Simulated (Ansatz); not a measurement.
A trial structure of Ca₂Zr₂N was built thus: random cell by space group and Wyckoff sites (I4/mmm, No. 139). The dimensions are guesses.

```xyz
5
Lattice="-2.5106 2.5106 4.1068 2.5106 -2.5106 4.1068 2.5106 2.5106 -4.1068" Properties=species:S:1:pos:R:3 pbc="T T T"
Ca    0.0000    2.5106    2.0534
Ca    2.5106    0.0000    2.0534
Zr    0.0000    0.0000    6.0540
Zr    0.0000    0.0000    2.1596
N     0.0000    0.0000    0.0000
```

Theory: DFT PBE, scalar-relativistic, plane waves, PAW in Ansatz. Cutoff 420 eV, Gaussian smearing, Γ-centred meshes. Cell and atoms relax first on a coarse mesh and then on a finer one. In between, the cell is made exact in the group found at 0.06 Å. In metals the finer mesh still leaves noise of several meV/atom or more. The steps can't lower the symmetry of their start. No spin polarisation.

A guess keeps its type if space group and coordination stay and the shape of the cell changes little (axis ratios within about 15 %, angles within 6°); the volume may change.

Task: Does it keep its structure type, or change into something else?

Result: It doesn't keep its type. The symmetry stays I4/mmm (No. 139). The volume per atom grows by 49.1 %, from 20.7 to 30.9 Å³. The shortest distance goes from 2.16 Å (Zr–N) to 1.91 Å (Zr–N). The ratio c/a of the conventional cell changes by a factor of 0.64. Counting neighbours within 15 % of an atom's shortest distance, the start has Ca 4, N 2, Zr 1 and the end Ca 10, N 2, Zr 1. In detail, at the end Ca has 4 Zr at 3.33 Å, 2 Ca at 3.49 Å and 4 N at 3.76 Å; around Zr lie 1 N at 1.91 Å, 1 Zr at 3.16 Å, 4 Ca at 3.33 Å and 1 Zr at 3.83 Å; N is surrounded by 2 Zr at 1.91 Å and 8 Ca at 3.76 Å.

```cif
data_structure
_symmetry_space_group_name_H-M 'P 1'
_symmetry_Int_Tables_number 1
_cell_length_a 5.8572
_cell_length_b 5.8572
_cell_length_c 5.8572
_cell_angle_alpha 110.850
_cell_angle_beta 110.850
_cell_angle_gamma 106.747
_cell_volume 154.43
loop_
_atom_site_label
_atom_site_type_symbol
_atom_site_fract_x
_atom_site_fract_y
_atom_site_fract_z
_atom_site_occupancy
Ca1 Ca 0.75000 0.25000 0.50000 1
Ca2 Ca 0.25000 0.75000 0.50000 1
Zr1 Zr 0.72608 0.72608 0.00000 1
Zr2 Zr 0.27392 0.27392 0.00000 1
N1 N 0.00000 0.00000 0.00000 1
```

Energies over the elements count from the elements' standard structures at the same level (N₂ as a molecule), with no fitted energy shifts.

Task: At what energy does it end?

Result: +0.58 eV/atom. A positive value: parting into the elements would lower its energy.

The last run used an 8×8×8 mesh for its 5-atom cell and Gaussian smearing of 0.10 eV. The cell is a metal run without spin; a magnetic state may lie lower. Symmetry constrained the relaxation, so the result can be a saddle point. Another cell of Ca2Zr2N relaxed alike, in P-3m1, lies 1.08 eV/atom lower, so this cell isn't the stable form at this level.
